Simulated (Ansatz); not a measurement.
An ordered 6-atom cell of Ga₃AsP₂ on the zincblende lattice (P3m1) at its r2SCAN geometry, run in Ansatz at 2 levels of theory. Values at 0 K without nuclear motion; spin polarisation is off, and the phase may be a hypothetical one.

The r2SCAN input:
```yaml
crystal:
  lattice:
    - [3.9059637242, 0.0, 0.0]
    - [-1.9529818621, 3.3826638115, 0.0]
    - [0.0, 0.0, 9.562179586]
  atoms:
    - { symbol: P, position: [0.0, 0.0, 0.0030602822] }
    - { symbol: P, position: [0.3333333333, 0.6666666667, 0.3305233902] }
    - { symbol: As, position: [0.6666666667, 0.3333333333, 0.6663422599] }
    - { symbol: Ga, position: [0.3333333333, 0.6666666667, 0.0832499794] }
    - { symbol: Ga, position: [0.6666666667, 0.3333333333, 0.4103402512] }
    - { symbol: Ga, position: [0.0, 0.0, 0.7564838371] }
kpoints:
  mp_grid: { grid: [12, 12, 4] }
  band_path:
    path:
      - [0.0, 0.0, 0.0]
      - [0.5, 0.0, 0.0]
      - [0.3333333333, 0.3333333333, 0.0]
      - [0.0, 0.0, 0.5]
      - [0.5, 0.0, 0.5]
      - [0.3333333333, 0.3333333333, 0.5]
    npoints: 1
hamiltonian:
  xc: r2scan
scf:
  occupations: { method: fixed }
  n_extra_bands: 5
output:
  forces: true
  stress: true
  eigenvalues: true
  write_density: true
  write_potential: true
  elf: true
  volumetric_format: npy
```

Main results, then, where recorded, the levels near the gap in eV from the Fermi energy (columns number the bands from 0), one row a point of the path (Γ, M, K, A, L, H):
```
Crystal: 6 atoms, lattice volume = 126.341 Å³
Symmetry: 6 space group operations
Space group: P3m1 (ITA 156)
```
```
Basis set: ecut = 500 eV, 3197 PW (Γ)
k-points: 69 of 576 (time reversal used)
SCF 1 converged in 8 iterations: F = -17756.675249 eV  dr2 = 2.76e-8
Free energy (F): -17756.675249 eV
Fermi energy:    7.361380 eV
--- Forces (eV/Å), atoms counted from 1 ---
  atom   1  P       0.00000      0.00000      0.00074
  atom   2  P       0.00000      0.00000    -0.00098
  atom   3  As      0.00000      0.00000    -0.00219
  atom   4  Ga      0.00000      0.00000    -0.00012
  atom   5  Ga      0.00000      0.00000    -0.00086
  atom   6  Ga      0.00000      0.00000      0.00342
--- Stress (GPa, compression-positive) ---
       -0.053519       0.000000       0.000000
        0.000000      -0.053519       0.000000
        0.000000       0.000000       0.083836
  P = ⅓ Tr σ = -0.0077 GPa (-0.077 kbar)
```
```tsv
band_29	band_30	band_31	band_32	band_33	band_34
-0.128	0.000	0.000	1.715	1.760	2.107
-2.670	-1.955	-1.614	1.731	1.906	2.703
-2.221	-2.164	-2.025	2.493	2.673	2.683
-0.710	-0.205	-0.205	1.632	2.276	2.635
-2.462	-1.286	-1.241	1.680	1.985	2.331
-2.733	-2.709	-2.551	3.981	4.061	4.110
```

With r2SCAN the valence top lies at Γ and the conduction bottom at A, 1.63 eV higher; the smallest vertical gap, at Γ, is 1.72 eV.

Q: Another run on the same cell gave
```
Basis set: ecut = 420 eV, 2515 PW (Γ)
k-points: 14 of 72 (time reversal used)
SCF 1 stopped early in 4 iterations: F = -17718.857947 eV  dr2 = 9.55e-5
SCF 2 stopped early in 8 iterations: F = -17723.184424 eV  dr2 = 9.26e-6
hybrid outer 1: dexx = +4.162e-2 eV, tail = 1.60e-4 eV
SCF 3 converged in 7 iterations: F = -17723.184268 eV  dr2 = 1.33e-9
hybrid outer 2: dexx = +7.950e-6 eV, tail = 1.13e-7 eV, Δε = 3.65e-3 eV, ΔF = 7.99e-3 eV/Å
SCF 4 converged in 2 iterations: F = -17723.184268 eV  dr2 = 1.01e-9
hybrid outer 3: dexx = +3.037e-9 eV, tail = 2.48e-9 eV, Δε = 1.08e-4 eV, ΔF = 5.61e-5 eV/Å
Free energy (F): -17723.184268 eV
Fermi energy:    6.828157 eV
--- Forces (eV/Å), atoms counted from 1 ---
  atom   1  P       0.00000      0.00000      0.01026
  atom   2  P       0.00000      0.00000    -0.00296
  atom   3  As      0.00000      0.00000    -0.01322
  atom   4  Ga      0.00000      0.00000    -0.00351
  atom   5  Ga      0.00000      0.00000    -0.00362
  atom   6  Ga      0.00000      0.00000      0.01293
--- Stress (GPa, compression-positive) ---
        0.413861       0.000000       0.000000
        0.000000       0.413861       0.000000
        0.000000       0.000000       0.377152
  P = ⅓ Tr σ = 0.4016 GPa (4.016 kbar)
```
```tsv
band_29	band_30	band_31	band_32	band_33	band_34
-0.142	0.000	0.000	2.757	2.833	3.184
-2.823	-2.087	-1.711	2.726	2.990	3.824
-2.371	-2.314	-2.135	3.580	3.745	3.760
-0.766	-0.207	-0.207	2.703	3.388	3.728
-2.624	-1.363	-1.316	2.743	3.053	3.366
-2.926	-2.895	-2.697	5.192	5.263	5.283
```
Which level of theory gave it?

A: It is PBE0, judged by the exchange loop and the size of the gap (a near hybrid could fit too), on 6×6×2; the blocks that differ from the first input, but for the band path:
```yaml
kpoints:
  mp_grid: { grid: [6, 6, 2] }
hamiltonian:
  xc: pbe0
```
With PBE0 the valence top lies at Γ and the conduction bottom at A, 2.70 eV higher; the smallest vertical gap, at Γ, is 2.76 eV. The lowest empty level at M lies only 23 meV higher, so the place of the conduction bottom isn't settled. The mean stress, +0.4 GPa, is small, and the program warns that its thresholds are loose for a hybrid's stress.

The hybrids run on coarser meshes, which limits their stresses and small splittings of levels.

Totals of different functionals can't be compared.

Spin-orbit coupling is left out.
